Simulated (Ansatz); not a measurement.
ZrS$_{2}$:
```yaml
crystal:
  lattice:
    - [3.68035, 0.00000, 0.00000]
    - [-1.84018, 3.18728, 0.00000]
    - [0.00000, 0.00000, 5.93347]
  atoms:
    - { symbol: Zr, position: [0.00000, 0.00000, 0.00000] }
    - { symbol: S, position: [0.33333, 0.66667, 0.24241] }
    - { symbol: S, position: [0.66667, 0.33333, 0.75759] }
```

Plane-wave PAW r²SCAN+D4 (Ansatz code) gives a gap of 1.26 eV without spin–orbit coupling, maximum on the K–Γ line, 83 % of the way from K, minimum at L.

Task: What happens when spin–orbit coupling is switched on?

Result: The gap shrinks by 0.01 eV, to 1.25 eV; maximum on the K–Γ line, 83 % of the way from K, minimum at L.

Task: Give the electron effective mass with spin–orbit coupling.

Result: 0.33, 1.0, 2.7 mₑ (principal values).

Task: Give the hole effective mass with spin–orbit coupling.

Result: 0.35, 1.5, 26 mₑ (principal values).

Space group P-3m1 (CdI2 type). Symmetry was held in the r²SCAN+D4 relaxation. No spin polarisation was allowed.

Potentials: the later of the program's two PAW sets.
